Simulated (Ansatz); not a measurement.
The relaxed structure here is a generated cell of Si2W: the first start was made by placing the elements on the sites of a structure type, and the end was not matched to a known phase here, so it may be hypothetical. Known forms of Si2W include space group No. 139.

One starting cell of Si$_{2}$W (a generated cell, Si2W placed in the Al2Cu structure type) was relaxed twice with Ansatz (plane waves, PAW, scalar-relativistic): with PBEsol at 420 eV and with PBE at 420 eV. The PBEsol result:

Space group I4/mcm (No. 140); a = 5.9618 Å, b = 5.9618 Å, c = 5.1289 Å, α = 90.00°, β = 90.00°, γ = 90.00°

```json
[
 {"atom": "Si", "site": "8h", "symmetry": "m.2m", "x": "0.3591", "y": "0.1409", "z": "0.0000"},
 {"atom": "W", "site": "4a", "symmetry": "422", "x": "0.0000", "y": "0.0000", "z": "0.2500"}
]
```
(The calculation used a cell of 6 atoms; values per cell refer to that cell.)

```tsv
quantity	PBEsol	PBE
space group	I4/mcm	I4/mcm
volume (Å³/atom)	15.19	…
a (Å)	5.962	…
c (Å)	5.129	…
gap (eV, no spin-orbit coupling)	0.00	…
```

What does PBE give for the same quantities?


- volume (Å³/atom), PBE: 15.56
- a (Å), PBE: 6.004
- c (Å), PBE: 5.180
- gap (eV, no spin-orbit coupling), PBE: 0.00

Both levels end in the same structure; PBE's volume is 2.4 % larger. Neither column is exact.

No spin polarisation in the result.

The run could not lose the symmetry of its start, so the end can be a saddle point.

Ansatz is a quantum-chemistry and plane-wave program.
